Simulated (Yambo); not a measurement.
G0W0@PBEsol for SiC (zinc blende, space group F-43m, No. 216) in Yambo. Reference settings: 6×6×6 Γ-centred k mesh, 76 bands and a 14 Ry block in the screening, 76 bands in G with the Bruneval-Gonze terminator, plasmon pole fitted at 27.2 eV. The PBEsol gap Γ → X on this mesh is 1.24 eV; G0W0 gaps are taken between the same points.

The settings were changed. The gap went from 2.18 eV to 2.17 eV, and the shift of the valence edge from -0.75 eV to -0.68 eV.

Name the change that produced these shifts.
A. 47 bands in G
B. 1 Ry block
C. 47 bands in W, 47 bands in G
D. 23 bands in G, no terminator

C, 47 bands in W, 47 bands in G. The others gave (gap, valence shift): 47 bands in G: 2.20, -0.76 eV; 23 bands in G, no terminator: 1.93, -0.16 eV; 1 Ry block: 1.89, -0.06 eV.

Geometry relaxed with PBEsol; primitive cell a = b = c = 3.0809 Å, α = β = γ = 60.00°.

A shift is the quasiparticle energy of the state minus its PBEsol energy.
